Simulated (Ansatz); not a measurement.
**MgSi₄O₈: relaxation step by step**

The guess for MgSi₄O₈ was made by a generator: 4-connected net, bridging atoms on its edges, bridges bent, guests in its cages (P-6m2, No. 187) (guest Mg). Its size is a rough estimate.

```yaml
crystal:
  lattice:
    - [5.24374, 0.00000, 0.00000]
    - [-2.62187, 4.54121, 0.00000]
    - [0.00000, 0.00000, 8.56300]
  atoms:
    - { symbol: Mg, position: [0.00000, 0.00000, 0.00000] }
    - { symbol: Si, position: [0.33333, 0.66667, 0.68750] }
    - { symbol: Si, position: [0.66667, 0.33333, 0.18750] }
    - { symbol: Si, position: [0.66667, 0.33333, 0.81250] }
    - { symbol: Si, position: [0.33333, 0.66667, 0.31250] }
    - { symbol: O, position: [0.07121, 0.53561, 0.76563] }
    - { symbol: O, position: [0.46439, 0.53561, 0.76563] }
    - { symbol: O, position: [0.46439, 0.92879, 0.76563] }
    - { symbol: O, position: [0.33333, 0.66667, 0.50000] }
    - { symbol: O, position: [0.66667, 0.33333, 0.00000] }
    - { symbol: O, position: [0.46439, 0.92879, 0.23437] }
    - { symbol: O, position: [0.46439, 0.53561, 0.23437] }
    - { symbol: O, position: [0.07121, 0.53561, 0.23437] }
```

Method: DFT PBE, scalar-relativistic, plane waves, PAW (Ansatz). Cutoff 420 eV, Gaussian smearing, Γ-centred meshes. Cell and atoms relax first on a coarse mesh and then on a converged one. In between, the cell is made exact in the group found at 0.06 Å. The steps can't lower the symmetry of their start. No spin polarisation in the relaxation; trial moments died out in a coarse test.

Steps on the 6×6×2 mesh (13 atoms, 8 steps). The free energy counts from the last step; the plane-wave basis is renewed at times, which shifts energy and pressure.

```tsv
step	ΔF (meV/atom)	V (Å³/atom)	P (GPa)	largest force component (eV/Å)
1	1522.3	15.69	36.10	24.627
2	492.8	15.75	13.11	11.957
3	99.2	15.34	9.29	2.347
4	14.7	15.73	4.81	0.366
5	5.0	15.93	2.74	0.124
6	2.0	16.25	-0.38	0.052
7	1.8	16.21	0.01	0.003
8	0.0	16.21	0.22	0.004
```

The relaxed structure, after a last relaxation on the converged mesh:

Space group P-6m2 (No. 187). a = 5.311 Å, b = 5.311 Å, c = 8.642 Å, α = 90.00°, β = 90.00°, γ = 120.00°
```csv
atom,site,symmetry,x,y,z
Mg,1a,-6m2,0.0000,0.0000,0.0000
Si,2h,3m.,0.3333,0.6667,0.6869
Si,2i,3m.,0.6667,0.3333,0.1892
O,6n,.m.,0.9991,0.4996,0.7474
O,1d,-6m2,0.3333,0.6667,0.5000
O,1e,-6m2,0.6667,0.3333,0.0000
```

The symmetry stays P-6m2 (No. 187). The volume per atom grows by 3.5 %, from 15.7 to 16.2 Å³. The shortest distance goes from 1.37 Å (Si–O) to 1.61 Å (Si–O). The energy falls by about 1.5 eV/atom (the start's value is from the coarse mesh). Mg has 3 O at 3.07 Å, 12 O at 3.44 Å and 6 Si at 3.47 Å; Si on its first site has 4 O at 1.61–1.62 Å; around O on a site of symmetry m lie 2 Si at 1.62 Å, 6 O at 2.63–2.67 Å and 2 Mg at 3.44 Å; 3 more sites not described.

```json
{
  "Volume per atom": "16.24 Å³",
  "Density": "2.08 g/cm³",
  "Formation energy": "−2.386 eV/atom",
  "Gap on the 6×6×4 mesh of the 13-atom cell": "1.40 eV"
}
```

Formation energies are uncorrected and refer to the elements' standard structures at the same level (O₂ as a molecule).

The last run used Gaussian smearing of 0.02 eV. Kohn–Sham gaps at this level usually fall short of measured ones. A structure relaxed within its symmetry needn't be a true minimum. In all, the 3 runs took 3.5 min on 1 thread of Arm Neoverse V1 (shared host).
